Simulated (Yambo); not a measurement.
# How GW settings move the gap: Al3BC

G0W0@LDA for Al$_{3}$BC (space group P6_3/mmc, No. 194) in Yambo. Reference settings: 6×6×1 Γ-centred k mesh, 216 bands and a 8 Ry block in the screening, 216 bands in G with the Bruneval-Gonze terminator, plasmon pole fitted at 27.2 eV. The LDA gap Γ → M on this mesh is 0.45 eV; G0W0 gaps are taken between the same points.

```csv
change from the reference,G0W0 gap Γ → M (eV),shift of the valence edge (eV),rough Yambo cost
reference settings,0.86,-0.32,1
"45 bands in W, 45 bands in G",0.83,0.33,about 1/5
"76 bands in W, 76 bands in G, 3 Ry block",0.62,0.24,about 1/4
"76 bands in W, 76 bands in G, 6 Ry block",0.82,0.02,about 1/3
"115 bands in W, 115 bands in G, 3 Ry block",0.58,0.14,about 1/3
"76 bands in W, 76 bands in G, 5 Ry block",0.79,0.06,about 1/3
"115 bands in W, 115 bands in G, 2 Ry block",0.56,0.21,about 1/3
"115 bands in W, 115 bands in G, 5 Ry block",0.77,-0.08,about 1/2
"115 bands in W, 115 bands in G, 6 Ry block",0.81,-0.13,within a factor of two
"166 bands in W, 166 bands in G, 5 Ry block",0.77,-0.17,within a factor of two
3 Ry block,0.58,0.07,within a factor of two
5 Ry block,0.78,-0.22,within a factor of two
"45 bands in W, 45 bands in G, no terminator",0.66,0.77,about 1/4
"115 bands in W, 115 bands in G, 3 Ry block, no terminator",0.54,0.25,about 1/3
"115 bands in W, 115 bands in G, no terminator",0.73,0.07,within a factor of two
```

The reference isn't shown to be the converged limit. Costs are rough (shared machines), scaled to the same edge states, and given only for runs that recompute the screening.

Geometry of the Materials Project entry, not relaxed at this level; primitive cell a = b = 3.481 Å, c = 11.468 Å, α = β = 90.00°, γ = 120.00°.

The structure is a Materials Project entry; no match was found in the copy of COD used, and its stability was not checked.

A shift is the quasiparticle energy of the state minus its LDA energy.
